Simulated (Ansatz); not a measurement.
MnF₂ in space group Pbcn (No. 60; Mn on 4c, F on 8d), r²SCAN (plane waves, PAW; program Ansatz). The conduction-band minimum lies at Γ, with 1 equivalent valley. Second derivatives d²E/dk² of the lowest band at one valley (eV·Å²), along Cartesian directions:

| direction | d²E/dk² |
|---|---|
| [100] | 14.54 |
| [010] | 14.70 |
| [001] | 14.71 |
| [110] | 14.62 |
| [101] | 14.90 |
| [011] | 14.70 |

Find the principal effective masses, the density-of-states mass and the conductivity mass.

Off-diagonal terms follow from H_xy = H[110] − (H_xx + H_yy)/2, and m*/mₑ = 7.620 eV·Å² over each eigenvalue: 0.51, 0.52, 0.53. One valley's DOS mass (m₁m₂m₃)^(1/3) = 0.52, conductivity mass 3/(Σ 1/mᵢ) = 0.52 mₑ.

What effective density of states Nc follows at 300 K for parabolic valleys?

Nc = 2.509e19 × 1 × (0.52)^(3/2) ≈ 9.4e18 cm⁻³.

The workflow started from a Materials Project entry (that database holds measured and hypothetical structures alike); the Crystallography Open Database copy checked does not list it. COD files the formula under space group No. 136. Its standing as an ambient phase is unchecked. The cell was relaxed with r²SCAN under the symmetry of its start, as lowered by the spin order; its stability against distortions is not shown here. Magnetic state: antiferromagnetic, chosen from 4 collinear starts compared on coarse meshes (ties went to the first, and starts can fall back to one state), not a proven ground state. Other orbital occupations within this spin state were not tried. No Hubbard U is applied. Point labels and valley counts follow the cell and symmetry of the run, lower than the named group.

Potentials: the earlier of the program's two PAW sets. The files were generated under PBE; for other functionals the program regenerates the frozen cores, and for LDA and PBEsol the local potential too.

Edges and masses are those of Kohn–Sham bands, whose gap is no quasiparticle gap.
